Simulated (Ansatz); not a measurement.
An Ansatz (a first-principles code) run. Input:

Ansatz 0.2 input:
```yaml
crystal:
  lattice:
    - [4.3464085591, 0.0, 0.0]
    - [-2.1732042795, 3.7641002274, 0.0]
    - [0.0, 0.0, 7.141350131]
  atoms:
    - { symbol: Cd, position: [0.6666666667, 0.3333333333, 0.4721949965] }
    - { symbol: Cd, position: [0.0, 0.0, 0.024892069] }
    - { symbol: Te, position: [0.0, 0.0, 0.6310143714] }
    - { symbol: S, position: [0.6666666667, 0.3333333333, 0.1198985632] }
kpoints:
  mp_grid: { grid: [6, 6, 3] }
hamiltonian:
  xc: hse06
  pseudopotentials: { kind: paw }
scf:
  n_extra_bands: 6
  occupations: { method: gaussian, width: 0.02 }
output:
  eigenvalues: true
  eigenstates:
    e_range: [-9.0, 8.0]
    kpoints:
      - [0.0, 0.0, 0.0]  # GAMMA
      - [0.0, 0.0, 0.5]  # A
      - [0.3333333333, 0.3333333333, 0.0]  # K
      - [0.3333333333, 0.3333333333, 0.5]  # H
      - [0.5, 0.0, 0.0]  # M
      - [0.5, 0.0, 0.5]  # L
```

Output (shortened):

```
Pseudopotential: Cd, paw, valence charge 20
Pseudopotential: Te, paw, valence charge 16
Pseudopotential: S, paw, valence charge 6
Functional definition: HSE06
Crystal: 4 atoms, lattice volume = 116.835 Å³
Basis set: ecut = 420 eV, 2297 PW (Γ)
Bands: 37, of which v1, the nominal top of the filled ones, is band 31 counted from 1 (30 counted from 0)
Symmetry: 6 space group operations
Space group: P3m1 (ITA 156), of the structure as read, at distance tolerance 4.9e-5 Å
k-points: 17 of 108 (time reversal used)
SCF iter   1: F=—  HF=-24392.901107 eV  |F-HF|=—  |Δ(HF+E_count)|=         —  Δρ=1.28e-3  dr2=2.90e-3  ethr=1.77e-3  ⟨swp⟩=10.6  Hψ=2776  notcnv=0
preconditioner: auto → none
SCF iter   2: F=—  HF=-24392.900964 eV  |F-HF|=—  |Δ(HF+E_count)|=   1.43e-4  Δρ=4.24e-4  dr2=3.12e-4  ethr=4.68e-6  ⟨swp⟩=5.5  Hψ=1913  notcnv=0  defer=11
SCF iter   3: F=—  HF=-24392.900991 eV  |F-HF|=—  |Δ(HF+E_count)|=   2.66e-5  Δρ=1.70e-4  dr2=4.31e-5  ethr=5.03e-7  ⟨swp⟩=3.8  Hψ=1325  notcnv=0  defer=2
SCF iter   4: F=—  HF=-24392.901026 eV  |F-HF|=—  |Δ(HF+E_count)|=   3.53e-5  Δρ=8.20e-5  dr2=6.92e-6  ethr=6.95e-8  ⟨swp⟩=3.2  Hψ=1326  notcnv=0
SCF iter   5: F=—  HF=-24392.901041 eV  |F-HF|=—  |Δ(HF+E_count)|=   1.52e-5  Δρ=2.73e-5  dr2=1.67e-6  ethr=1.12e-8  ⟨swp⟩=3.1  Hψ=1414  notcnv=0
iter 6 solved again at ethr=2.23e-10 eV; its pass at ethr=2.70e-9 eV (dr2=1.38e-7 eV) is discarded
SCF iter   6: F=-24392.901043 eV  HF=-24392.901042 eV  |F-HF|=1.96e-7  |Δ(HF+E_count)|=   1.07e-6  Δρ=1.11e-5  dr2=1.50e-7  ethr=2.23e-10  ⟨swp⟩=3.0  Hψ=2570  notcnv=0
SCF 1 stopped early in 6 iterations: F = -24392.901043 eV  dr2 = 1.50e-7
Crystal: 4 atoms, lattice volume = 116.835 Å³
Exchange kernel: α = 0.2500, screened, ω = 0.2079 Å⁻¹, Wigner–Seitz truncation, v(0) = 1046.6504 eV·Å³, q-mesh 6×6×3, nearest image of the exchange supercell L …
Frozen-core exchange: fock
SCF iter   1: F=—  HF=-24405.593485 eV  |F-HF|=—  |Δ(HF+E_count)|=         —  Δρ=6.11e-3  dr2=3.42e-2  ethr=2.41e-9  ⟨swp⟩=13.5  Hψ=4170  notcnv=0
preconditioner: auto → none
SCF iter   2: F=—  HF=-24405.584588 eV  |F-HF|=—  |Δ(HF+E_count)|=   8.90e-3  Δρ=2.18e-3  dr2=3.98e-3  ethr=2.41e-9  ⟨swp⟩=6.0  Hψ=3071  notcnv=0
SCF iter   3: F=—  HF=-24405.599350 eV  |F-HF|=—  |Δ(HF+E_count)|=   1.48e-2  Δρ=1.54e-3  dr2=1.82e-3  ethr=2.41e-9  ⟨swp⟩=6.1  Hψ=2952  notcnv=0
SCF iter   4: F=—  HF=-24405.599007 eV  |F-HF|=—  |Δ(HF+E_count)|=   3.43e-4  Δρ=4.29e-4  dr2=1.50e-4  ethr=2.41e-9  ⟨swp⟩=5.0  Hψ=2490  notcnv=0
SCF iter   5: F=—  HF=-24405.599278 eV  |F-HF|=—  |Δ(HF+E_count)|=   2.71e-4  Δρ=1.93e-4  dr2=5.45e-5  ethr=2.41e-9  ⟨swp⟩=5.1  Hψ=2385  notcnv=0
SCF iter   6: F=-24405.599257 eV  HF=-24405.599267 eV  |F-HF|=1.04e-5  |Δ(HF+E_count)|=   1.07e-5  Δρ=4.95e-5  dr2=1.37e-5  ethr=2.41e-9  ⟨swp⟩=5.0  Hψ=2141  notcnv=0
SCF 2 stopped early in 6 iterations: F = -24405.599257 eV  dr2 = 1.37e-5
hybrid outer 1: dexx = +1.747e-2 eV, tail = 1.20e-4 eV
Crystal: 4 atoms, lattice volume = 116.835 Å³
Exchange kernel: α = 0.2500, screened, ω = 0.2079 Å⁻¹, Wigner–Seitz truncation, v(0) = 1046.6504 eV·Å³, q-mesh 6×6×3, nearest image of the exchange supercell L …
Frozen-core exchange: fock
SCF iter   1: F=—  HF=-24405.599409 eV  |F-HF|=—  |Δ(HF+E_count)|=         —  Δρ=4.05e-5  dr2=1.39e-6  ethr=9.65e-7  ⟨swp⟩=5.7  Hψ=1386  notcnv=0
preconditioner: auto → none
SCF iter   2: F=—  HF=-24405.599410 eV  |F-HF|=—  |Δ(HF+E_count)|=   8.98e-7  Δρ=1.99e-5  dr2=5.58e-7  ethr=2.06e-9  ⟨swp⟩=4.2  Hψ=1886  notcnv=0
iter 3 solved again at ethr=4.54e-11 eV; its pass at ethr=8.20e-10 eV (dr2=2.81e-8 eV) is discarded
SCF iter   3: F=-24405.599409 eV  HF=-24405.599409 eV  |F-HF|=7.74e-9  |Δ(HF+E_count)|=   1.55e-7  Δρ=7.22e-6  dr2=3.16e-8  ethr=4.54e-11  ⟨swp⟩=3.5  Hψ=2757  notcnv=0
SCF 3 converged in 3 iterations: F = -24405.599409 eV  dr2 = 3.16e-8
hybrid outer 2: dexx = +1.031e-6 eV, tail = 1.16e-7 eV, Δε = 3.96e-3 eV (about 1.80e-4 eV left of the loop's levels)
NSCF: frozen V_eff on 6 k-points
hybrid SCF converged: 2 outer / 9 inner (+6 warm-up), last move |dexx| = 1.03e-6 eV, tail = 1.16e-7 eV
Stability not checked (fock_operator)
Free energy (F): -24405.599410 eV
Frozen-core exchange: fock
Harris-Foulkes:  -24405.599410 eV  (|F-HF|=7.74e-9)
Internal energy: -24405.599410 eV  (E = F + TS)
E sigma→0 (E₀):  -24405.599410 eV
Fermi energy:    7.782705 eV
--- Per-component energies (eV) ---
  E_band       = -1443.614504
  E_kinetic    = 1298.949237
  E_local      = -9475.141181  (includes V_loc(G=0)·N_el)
  E_nonlocal   = -214.273198
  E_hartree    = 4606.943340
  E_xc         = -460.140034
  E_vxc        = -504.872202  (∫ρ·V_xc dr)
  E_exx        = -233.172079  (= α·E_x^exact, valence–valence)
  E_paw        = -13326.439026  (= ΣΔE_a)
  E_vpaw       = -1295.816598  (= ΣTr[D̂ρ^β])
  E_aug_tail   = -0.000151  (compensation charges beyond the density's cutoff)
  E_ewald      = -6600.848248
  E_core_change = -1.478069  (= ΣΔE_core)
  E_smearing   =  0.000000  (= −TS)
  E_closure    =  0.000000  (closes the sum)
  Σ components = -24405.599410   (vs F -24405.599410, Δ=0.00e0)
  [band-id]    e_kinetic+e_local+e_nonlocal+2·e_hartree+e_vxc+2·e_exx+e_vpaw+e_augmentation_tail = -1443.611572   (vs E_band -1443.614504, Δ=2.93e-3)
--- Band table (eV; the first three rows and the last of 17) ---
  k-point 0: bands = ["-100.2993", "-100.0530", "-60.0506", "-60.0189", "-60.0189", "-59.7842", "-59.7842", "-59.7564", "-30.9946", "-30.9833", "-30.9833", "-30.9554", "-30.9554", "-6.9451", "-4.9202", "-2.6612", "-2.6612", "-2.5718", "-2.3748", "-2.3748", …
  k-point 1: bands = ["-100.2993", "-100.0530", "-60.0506", "-60.0189", "-60.0189", "-59.7842", "-59.7842", "-59.7564", "-30.9946", "-30.9833", "-30.9833", "-30.9554", "-30.9554", "-6.9271", "-4.9183", "-2.6600", "-2.6600", "-2.5017", "-2.3930", "-2.3930", …
  k-point 2: bands = ["-100.2993", "-100.0530", "-60.0506", "-60.0189", "-60.0188", "-59.7842", "-59.7842", "-59.7564", "-30.9944", "-30.9833", "-30.9833", "-30.9553", "-30.9551", "-6.8847", "-4.8388", "-2.6259", "-2.6112", "-2.5422", "-2.3711", "-2.3650", …
  k-point 16: bands = ["-100.2993", "-100.0530", "-60.0506", "-60.0190", "-60.0187", "-59.7842", "-59.7840", "-59.7564", "-30.9940", "-30.9835", "-30.9833", "-30.9546", "-30.9546", "-6.6747", "-4.5546", "-2.5282", "-2.5202", "-2.4328", "-2.3608", "-2.2921", …
```

Cost: very roughly 5 core-minutes on shared cores.

The workflow started from a Materials Project entry (that database holds measured and hypothetical structures alike); the Crystallography Open Database copy checked does not list it. Its standing as an ambient phase is unchecked. The PBEsol relaxation kept the symmetry of its start; of distortions, only those at the zone centre were tested. Spin–orbit coupling is left out wherever it is not named.

Potentials: the later of the program's two PAW sets.

Ansatz is a plane-wave DFT program.
